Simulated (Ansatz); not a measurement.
La$_{2}$O$_{3}$:
```
La2O3
1.0
    3.90622     0.00000     0.00000
   -1.95311     3.38288     0.00000
    0.00000     0.00000     6.04095
La O
2 3
Direct
  0.66667   0.33333   0.75462
  0.33333   0.66667   0.24538
  0.66667   0.33333   0.35399
  0.33333   0.66667   0.64601
  0.00000   0.00000   0.00000
```

Relaxed with PBEsol. Special points in fractions of this cell's reciprocal vectors: Γ (0.000, 0.000, 0.000); M (0.500, 0.000, 0.000); K (0.333, 0.333, 0.000); A (0.000, 0.000, 0.500); L (0.500, 0.000, 0.500); H (0.333, 0.333, 0.500).

Q: List the band energies nearest the valence-band maximum at these points for DFT-PBEsol with spin–orbit coupling in the program Ansatz with PAW potentials.

A: In eV from the valence-band maximum; about four levels below and three above (degenerate sets whole), none deeper than 8.9 eV; points with the same levels are listed once.

```csv
k,below,above
Γ,-0.42 -0.42 -0.18 -0.18,4.24 4.24 4.52 4.52
M,-0.44 -0.44 -0.30 -0.30,3.78 3.78 4.70 4.70
K,-0.87 -0.87 -0.09 -0.09,3.76 3.76 4.72 4.72
A,-0.40 -0.40 -0.29 -0.29,4.67 4.67 4.69 4.69 4.69 4.69
L,-0.39 -0.39 0.00 0.00,4.39 4.39 4.59 4.59
H,-0.30 -0.30 -0.19 -0.19,4.19 4.19 4.82 4.82
```

Space group P-3m1 (La2O3 or Ni2Al3 type). The PBEsol relaxation kept the symmetry of its start.

Potentials: the earlier of the program's two PAW sets. The files were generated under PBE; for other functionals the program regenerates the frozen cores, and for LDA and PBEsol the local potential too.
